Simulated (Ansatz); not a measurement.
Pt (diamond, space group No. 227), a = 5.6878 Å, b = 5.6878 Å, c = 5.6878 Å, α = 90.00°, β = 90.00°, γ = 90.00°; the cell used has 2 atoms.

Relaxed with PBEsol.

**Question.** Decompose the optical modes at the zone centre into irreducible representations, and say which are infrared and Raman allowed.

**Answer.** Point group m-3m: Γ_opt = T2g. Infrared: none. Raman: T2g.

**Question.** Assign frequencies (DFPT, PBEsol (plane waves, PAW; program Ansatz)).

**Answer.** T2g 184 cm⁻¹.

Space group Fd-3m (diamond). The start of the workflow was typed in or built on a structure type; neither database checked (COD, Materials Project) lists it. It is not the phase usual at ambient conditions (space group No. 225). Symmetry was held in the PBEsol relaxation. At this level the phase is mechanically unstable. No spin polarisation was allowed. As this level gives no gap, phonon frequencies hold no LO–TO term and depend on the k-mesh and smearing (Fermi–Dirac, 0.1 eV here). Spin–orbit coupling is left out wherever it is not named.

Potentials: the later of the program's two PAW sets.
